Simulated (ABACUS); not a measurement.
ABACUS run on CdTe (F-43m, 2 atoms in the cell; from Materials Project mp-406, changed as shown): self-consistent single point.

All values come from this method and carry its errors: PBE, PseudoDojo 0.5 standard norm-conserving PBE (tails mended) pseudopotentials (plane waves; ABACUS).

The change in words: volume scaled by 1.04. Reference geometry (F-43m):
```yaml
crystal:
  lattice:
    - [0.00000, 3.28212, 3.28212]
    - [3.28212, 0.00000, 3.28212]
    - [3.28212, 3.28212, 0.00000]
  atoms:
    - { symbol: Cd, position: [0.00000, 0.00000, 0.00000] }
    - { symbol: Te, position: [0.25000, 0.25000, 0.25000] }
```

Reference input (self-consistent single point, DFT, PBE, plane waves, PseudoDojo 0.5 standard norm-conserving PBE (tails mended) pseudopotentials): KPT = Gamma 9 9 9 0 0 0; basis_type = pw; dft_functional = PBE; ecutwfc = 102 Ry; smearing_method = gaussian; smearing_sigma = 0.00367493 Ry; potentials = PseudoDojo 0.5 standard norm-conserving PBE (tails mended); symmetry = 1; symmetry_prec = 1e-05; ks_solver = dav_subspace; scf_nmax = 100; scf_thr = 1.0e-09 Ry. This run's input differs from it in these lines:

```diff
@@ -28,5 +28,5 @@
 LATTICE_VECTORS
-   0.0000000000    3.2821150000    3.2821150000
-   3.2821150000    0.0000000000    3.2821150000
-   3.2821150000    3.2821150000    0.0000000000
+   0.0000000000    3.3253040000    3.3253040000
+   3.3253040000    0.0000000000    3.3253040000
+   3.3253040000    3.3253040000    0.0000000000
```

Log, with long lists cut:

```
 SELF-CONSISTENT
 -------------------------------------------
                                 init_chg = atomic

 PW ALGORITHM --------------- ION=   1  ELEC=   1--------------------------------

 Notice: Threshold on eigenvalues was too large.

 Density error is 0.0570061317864
                          Error Threshold = 0.000158111450482
 E_KohnSham     -560.2911211014      -7623.1517857871
 E_Fermi        0.5035830102         6.8515983553

 PW ALGORITHM --------------- ION=   1  ELEC=   2--------------------------------

 Density error is 0.00888598327739
                          Error Threshold = 0.000158350366073
   [... lines left out ...]

 Density error is 4.27256027828e-09
                          Error Threshold = 4.02751257297e-10
 E_KohnSham     -560.3071605623      -7623.3700138486
 E_Fermi        0.5029524818         6.8430195762

 PW ALGORITHM --------------- ION=   1  ELEC=   8--------------------------------

 Density error is 2.39485866997e-10
                          Error Threshold = 1.18682229952e-11
 E_KohnSham     -560.3071605656      -7623.3700138937
 E_KS(sigma->0) -560.3071605656      -7623.3700138937
 E_entropy(-TS) -0.0000000000        -0.0000000000
 E_Fermi        0.5029606729         6.8431310220
 charge density convergence is achieved
 final etot is -7623.3700139 eV
 EFERMI = 6.843131022 eV

 STATE ENERGY(eV) AND OCCUPATIONS    NSPIN == 1
   [... 25 lines left out ...]

 TOTAL-FORCE (eV/Angstrom)
                       Cd1         0.0000000000         0.0000000000         0.0000000000
                       Te1         0.0000000000         0.0000000000         0.0000000000

 TOTAL-STRESS (KBAR)
        -5.2926873580        -0.0000000000         0.0000000000
        -0.0000000000        -5.2926873580         0.0000000000
        -0.0000000000         0.0000000000        -5.2926873580
 TOTAL-PRESSURE: -5.292687 KBAR

 --------------------------------------------
 !FINAL_ETOT_IS -7623.3700138937329029 eV
 --------------------------------------------
```

The run converged in 8 iterations. Against the reference run the free energy falls by 1.6 meV/atom and the pressure goes from 0.88 to -0.53 GPa.

Spin-orbit coupling is left out, which matters for bands and gaps with elements this heavy. The structure comes from a collection of computed structures, made at another level of theory; the collection holds predicted forms beside known ones.

Cost on one core: around 3 core-minutes (rough).

“Tails mended”: in these copies of the files the far tail of each local potential was reset to the Coulomb form.
